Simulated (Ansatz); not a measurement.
A distorted cell of SiC (wurtzite):

```
SiC
1.0
    6.18384     0.00000     0.00000
   -1.54596     2.67768     0.00000
    0.00000     0.00000     5.07421
Si C
4 4
Direct
  0.32222   0.32222   0.99901
  0.84445   0.34445   0.00203
  0.17778   0.67778   0.49901
  0.65555   0.65555   0.50203
  0.32762   0.32762   0.62979
  0.83905   0.33905   0.61957
  0.17238   0.67238   0.12979
  0.66095   0.66095   0.11957
```

Level of theory: PBE (plane waves to 420 eV, PAW, scalar-relativistic; Ansatz, a quantum-chemistry and plane-wave program). k mesh 6×12×7 (Γ-centred), Fermi-Dirac smearing 0.05 eV. Stress and pressure are positive under compression. SiC was relaxed with its symmetry unable to fall. The PAW data are Ansatz's earlier set.

Task: What forces act on the atoms (eV/Å, Cartesian)?

Result: 
```json
[
 {"atom": "Si1", "Fx": "1.522", "Fy": "0.879", "Fz": "0.237"},
 {"atom": "Si2", "Fx": "-1.595", "Fy": "-0.921", "Fz": "-0.234"},
 {"atom": "Si3", "Fx": "-1.522", "Fy": "-0.879", "Fz": "0.237"},
 {"atom": "Si4", "Fx": "1.595", "Fy": "0.921", "Fz": "-0.234"},
 {"atom": "C5", "Fx": "0.315", "Fy": "0.182", "Fz": "-0.340"},
 {"atom": "C6", "Fx": "-0.366", "Fy": "-0.211", "Fz": "0.338"},
 {"atom": "C7", "Fx": "-0.315", "Fy": "-0.182", "Fz": "-0.340"},
 {"atom": "C8", "Fx": "0.366", "Fy": "0.211", "Fz": "0.338"}
]
```

Task: What is the stress tensor (GPa)?

Result: 
```
  -0.03    -0.42     0.00
  -0.42     0.45     0.00
   0.00     0.00     0.58
```
The pressure, a third of the trace, is 0.33 GPa.

(A displaced cell: forces are minus the slopes of the energy, force constants its curvatures, and phonons follow from these.)
